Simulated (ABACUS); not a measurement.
A self-consistent single point of Al2Cu (I4/mcm, 6 atoms in the cell; from Materials Project mp-998, changed as shown).

```
Al2Cu
1.0
   -2.98887     2.98887     2.38473
    2.98887    -2.98887     2.38473
    2.98887     2.98887    -2.38473
Al Cu
4 2
Direct
  0.84139   0.65861   0.50000
  0.15861   0.34139   0.50000
  0.65861   0.15861   0.81722
  0.34139   0.84139   0.18278
  0.25000   0.25000   0.00000
  0.75000   0.75000   0.00000
```

All values come from this method and carry its errors: PBE, PseudoDojo 0.5 standard norm-conserving PBE (tails mended) pseudopotentials (plane waves; ABACUS).

ABACUS settings:

```
key                                                                   value
---------------  ----------------------------------------------------------
KPT                                                       Gamma 5 5 5 0 0 0
basis_type                                                               pw
ecutwfc                                                               92 Ry
smearing_method                                                          fd
smearing_sigma                                                0.00734986 Ry
potentials       PseudoDojo 0.5 standard norm-conserving PBE (tails mended)
symmetry                                                                  1
ks_solver                                                      dav_subspace
scf_nmax                                                                100
scf_thr                                                          1.0e-09 Ry
mixing_type                                                         broyden
```

Results:

- Number of valence electrons = 50
- Number of bands = 35
- Number of k-points after the program's reduction = 18
- Number of plane waves (most at a k-point) = 8590
- Number of SCF iterations = 12
- FFT grid = 60 × 60 × 60
- Free energy E − TS = -10572.3944 eV
- Fermi level (on the code's own zero) = 11.12 eV
- Pressure = 4.95 GPa
- Largest force (vector length) = 0.031 eV/Å

Forces (eV/Å):
```tsv
atom	Fx	Fy	Fz
Al1	-0.022	0.022	0.000
Al2	0.022	-0.022	0.000
Al3	-0.022	-0.022	0.000
Al4	0.022	0.022	0.000
Cu5	0.000	0.000	0.000
Cu6	0.000	0.000	0.000
```

Stress (GPa, positive for compression):
```
5.55  0.00  0.00
0.00  5.55  0.00
0.00  0.00  3.74
```

For comparison: a first run was changed to give this one (volume scaled by 0.99), and from it to this one the free energy goes up by 3.9 meV/atom, the pressure goes from 3.73 to 4.95 GPa and the largest force goes from 0.025 to 0.031 eV/Å.

The structure comes from a collection of computed structures, made at another level of theory; the collection holds predicted forms beside known ones. No clean gap shows at this smearing width and mesh (spacing up to 0.34 Å⁻¹); the mesh is coarse for partly filled bands, so the values carry mesh errors.

Cost on one core: roughly 3 core-minutes.

“Tails mended”: in these copies of the files the far tail of each local potential was reset to the Coulomb form.
